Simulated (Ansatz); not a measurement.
K (bcc (W type)), relaxed and computed with several functionals in Ansatz (plane waves, PAW). Much of their spread follows the volume that each gives.

```tsv
functional	V (Å³/atom)	B₀ by P(V) fit (GPa)
r²SCAN	76.39	3.4
PBEsol	70.82	?
PBE+D3(BJ)	68.73	4.2
LDA	64.24	4.5
PBE	73.66	3.6
```

Task: Fit a straight line to ln B₀ against ln V and predict the withheld value.

Result: Least squares on the 4 shown rows: ln B₀ = -1.68 × ln V + (8.513), with a scatter of 2 %. For PBEsol this gives 3.9. The run itself gave 3.7, outside the scatter: the line misses something about this case.

All cells were relaxed under the symmetry of their starts (and spin orders); stability against distortions was not tested throughout.

Potentials: the later of the program's two PAW sets.

Ansatz (a program for electronic structure) is a plane-wave DFT program.
